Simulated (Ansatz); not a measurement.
**GdMn (CsCl-type structure)**

Method: r²SCAN, scalar-relativistic; collinear spin; PAW, 500 eV, Γ-centred 10×10×10 mesh, 0.05 eV Gaussian smearing; code Ansatz; PAW files: Ansatz's generated set soft_2.

```
Gd Mn
1.0
     3.63712    0.00000    0.00000
     0.00000    3.63712    0.00000
     0.00000    0.00000    3.63712
Gd Mn
1 1
Direct
  0.00000 0.00000 0.00000
  0.50000 0.50000 0.50000
```

The start was a prototype's sites filled with these elements, not a measured cell.

Magnetic state: ferrimagnetic, site spin moments Gd 7.39; Mn -4.19 μB.

The cell above was scaled in volume, its shape and atoms being fixed by the lattice's symmetry. Energies are counted from the cell above.

```json
{"V (Å³/atom)": "23.095", "ΔE (meV/atom)": "5.98", "P from the stress (GPa)": "2.10"}
{"V (Å³/atom)": "23.576", "ΔE (meV/atom)": "1.41", "P from the stress (GPa)": "1.00"}
{"V (Å³/atom)": "24.057", "ΔE (meV/atom)": "0.00", "P from the stress (GPa)": "0.00"}
{"V (Å³/atom)": "24.538", "ΔE (meV/atom)": "1.42", "P from the stress (GPa)": "-0.88"}
{"V (Å³/atom)": "25.019", "ΔE (meV/atom)": "5.27", "P from the stress (GPa)": "-1.67"}
{"V (Å³/atom)": "25.741", "ΔE (meV/atom)": "15.20", "P from the stress (GPa)": "-2.78"}
```

**Question.** Do the energies and the pressures agree? Compare −ΔE/ΔV between neighbouring points (1 meV/Å³ = 0.1602 GPa) with the mean of their pressures.

**Answer.** 
```tsv
interval (Å³/atom)	−ΔE/ΔV (GPa)	mean P (GPa)
23.09 to 23.58	1.5	1.6
23.58 to 24.06	0.5	0.5
24.06 to 24.54	-0.5	-0.4
24.54 to 25.02	-1.3	-1.3
25.02 to 25.74	-2.2	-2.2
```
They differ by 0.03 GPa at most.

**Question.** What do the two routes give for V0, B0 and B0′?

**Answer.** A third-order Birch–Murnaghan fit of the energies: V0 = 24.05 Å³/atom, B0 = 47 GPa, B0′ = 4.8. A polynomial of P in ln V, with B = −dP/d ln V at P = 0: V0 = 24.06 Å³/atom, B0 = 46 GPa, B0′ = 4.6.

B0·V0 = 46.7 GPa × 24.05 Å³ = 7.01 eV/atom sets the scale: near the minimum ΔE ≈ ½ B0 V0 x², with x = V/V0 − 1, and a pressure of 0.5 GPa squeezes the volume by about 1 %. At the ends of the curve: x = −4.0 % predicts 5.5 meV/atom and the run gives 6.0; x = +7.0 % predicts 17.3 meV/atom and the run gives 15.2. The curve is steeper than the parabola on the compressed side and flatter on the expanded side: the bulk modulus rises with pressure.

Without a U the 4f levels of Gd lie too near the Fermi level, so their share of the states there, and what hangs on it, is overstated. Spin–orbit coupling, which matters for such heavy elements, is left out. The run wasn't fully tested for a lower electronic state. Site moments are of spin, integrated over atomic spheres. The run is a metal.
